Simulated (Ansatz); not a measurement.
Values for one crystal, relaxed and computed with PBEsol (plane waves, PAW; program Ansatz); other levels are named.

Volume per atom: 14.29 Å³
Electronic character: metallic (no gap)
Young's modulus: 117 GPa
Poisson's ratio: 0.26
Mechanical stability: stable (all eigenvalues of C positive)
Elastic constants (relaxed ions, GPa): C11 = 213, C12 = 54.9, C13 = 55.8, C33 = 72.9, C44 = 35.3
Density of states at the Fermi level: 0.19 states/eV per atom (mean over ±0.08 eV)

Q: Which of these materials gives this?
A. Sn, β-Sn type
B. Li, bcc (W type)
C. Zn, hcp (Mg type)
D. Pb, fcc (Cu type)

A: C, Zn, hcp (Mg type)

Space group P6_3/mmc (hcp (Mg type)). The cell keeps a stress of up to 0.3 GPa. The PBEsol relaxation kept the symmetry of its start. As this level gives no gap, shear constants depend on the k-mesh and smearing (Fermi–Dirac, 0.1 eV here). On the denser mesh and wider smearing of the elastic run this cell carries a stress of 0.7 GPa.

Potentials: the later of the program's two PAW sets.
